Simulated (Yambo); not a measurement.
Data:

```
NaOH
1.0
    3.12595     0.00000     0.00000
    0.00000     5.86711     0.00000
    0.00000     0.00000     6.10434
H O Na
4 4 4
Direct
  0.54993   0.52166   0.25000
  0.45007   0.47834   0.75000
  0.54993   0.97834   0.75000
  0.45007   0.02166   0.25000
  0.29363   0.42874   0.25000
  0.70637   0.57126   0.75000
  0.29363   0.07126   0.75000
  0.70637   0.92874   0.25000
  0.84387   0.25000   0.00000
  0.15613   0.75000   0.00000
  0.15613   0.75000   0.50000
  0.84387   0.25000   0.50000
```

Workflow: norm-conserving PBEsol (Quantum ESPRESSO, 88 Ry, scalar-relativistic), then G0W0 in Yambo (4×2×2 Γ-centred k mesh, bands 5 to 267 and a 10 Ry block in the screening, 267 bands in G with the Bruneval-Gonze terminator, plasmon pole fitted at 27.2 eV).

Question: Give the PBEsol and G0W0 gaps between the band edges found on this mesh, and say where the edges lie.

Answer: Edges: Γ → Γ. PBEsol: 3.53 eV; G0W0: 6.42 eV. Nearest settings tried, and what they do to the gap: 173 bands in W, 173 bands in G: +11 meV; 8 Ry block (297 vectors against 409): -65 meV. Not varied: mesh. So the settings aren't converged at that level. 

Geometry of the Materials Project entry, not relaxed at this level.

The structure is a Materials Project entry; no match was found in the copy of COD used, and its stability was not checked.
